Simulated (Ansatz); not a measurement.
Consider the following.

Al:
Space group Fm-3m (No. 225); a = b = c = 4.040 Å, α = β = γ = 90.00°

```json
[
 {"atom": "Al", "site": "4a", "symmetry": "m-3m", "x": "0.0000", "y": "0.0000", "z": "0.0000"}
]
```
(The calculation used a cell of 1 atom; values per cell refer to that cell.)

This is the PBE-relaxed structure.

All from DFT-PBE in the program Ansatz with PAW potentials, unless another level is named. Give the Poisson's ratio.

0.32.

Give the elastic constants (relaxed ions, GPa).

C11 = 114, C12 = 59.9, C44 = 37.2.

The cell was relaxed with PBE under the symmetry of its start. As this level gives no gap, shear constants depend on the k-mesh and smearing (Fermi–Dirac, 0.1 eV here).

Potentials: the earlier of the program's two PAW sets.
